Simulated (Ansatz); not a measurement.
Input:

Na (bcc, W type)

```yaml
crystal:
  lattice:
    - [-4.19680, 4.19680, 4.19680]
    - [2.09840, -2.09840, 2.09840]
    - [2.09840, 2.09840, -2.09840]
  atoms:
    - { symbol: Na, position: [0.00000, 0.00000, 0.00000] }
    - { symbol: Na, position: [0.50000, 0.00000, 0.00000] }
```

In this cell atom 1 (Na, nearest neighbour Na at 3.635 Å; its periodic images, 3.6 Å or more away, move with it) is moved by s along Cartesian x, unit vector (1.000, 0.000, 0.000); all other atoms and the cell stay fixed.

Calculation: PBE (plane waves to 420 eV, PAW, scalar-relativistic; Ansatz, a first-principles code). k mesh 13×13×13 (Γ-centred), Fermi-Dirac smearing 0.05 eV. E stands for the smeared free energy. With partly filled bands, energies and forces of such displacements shift with the k mesh and the smearing. Na was relaxed with its symmetry unable to fall. The PAW data are Ansatz's earlier set. The zero of ΔE is the undisplaced structure.

The scan covers s from -1.090 to 1.090 Å in 11 points.

Is this a single well or a double well?

A single well with its minimum at or next to zero displacement.

Is the energy the same for equal positive and negative displacements?

Even: the same for both signs. With its periodic images moving along, the atom's site symmetry in this cell is mmm.

What is the energy change at s = 1.090 Å?

156 meV/cell.

What is the force constant k = d²E/ds² of this move at s = 0?

0.32 eV/Å².

(A displaced cell: forces are minus the slopes of the energy, force constants its curvatures, and phonons follow from these.)
